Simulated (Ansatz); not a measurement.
Total density of states per atom from PBEsol (plane waves, PAW; program Ansatz), in 0.25 eV bins, energy from the Fermi level:

(E (eV), states/eV/atom): (-7.50, 0.00); (-7.25, 0.02); (-7.00, 0.04); (-6.75, 0.06); (-6.50, 0.08); (-6.25, 0.10); (-6.00, 0.12); (-5.75, 0.15); (-5.50, 0.36); (-5.25, 1.12); (-5.00, 1.75); (-4.75, 2.34); (-4.50, 1.97); (-4.25, 1.61); (-4.00, 1.37); (-3.75, 1.59); (-3.50, 1.54); (-3.25, 1.70); (-3.00, 1.82); (-2.75, 2.63); (-2.50, 2.71); (-2.25, 1.58); (-2.00, 1.57); (-1.75, 1.65); (-1.50, 1.93); (-1.25, 1.87); (-1.00, 1.59); (-0.75, 1.52); (-0.50, 1.64); (-0.25, 2.23); (0.00, 2.39); (0.25, 0.85); (0.50, 0.23); (0.75, 0.23); (1.00, 0.24); (1.25, 0.24); (1.50, 0.25); (1.75, 0.25); (2.00, 0.25); (2.25, 0.25); (2.50, 0.25); (2.75, 0.25); (3.00, 0.25); (3.25, 0.25); (3.50, 0.25); (3.75, 0.25); (4.00, 0.24); (4.25, 0.24); (4.50, 0.23); (4.75, 0.22)

### Question
Pick the material that matches.
A. FeS2, Pa-3 (Fe on 4a, S on 8c)
B. Zr, hcp (Mg type)
C. Pd, fcc (Cu type)
D. Mg, hcp (Mg type)

### Answer
C, Pd, fcc (Cu type). Within 0.5 eV of the Fermi level: Pd 4d 93 %, outside the projected shells 7 %. Projections are on Löwdin-orthogonalised atomic valence shells; empty p or d shells of many metals are not among them.

Space group Fm-3m (fcc (Cu type)). The PBEsol relaxation kept the symmetry of its start. The run is not spin-polarised. Scalar-relativistic: spin–orbit coupling is off unless named, which matters more the heavier the elements.

Potentials: the later of the program's two PAW sets.
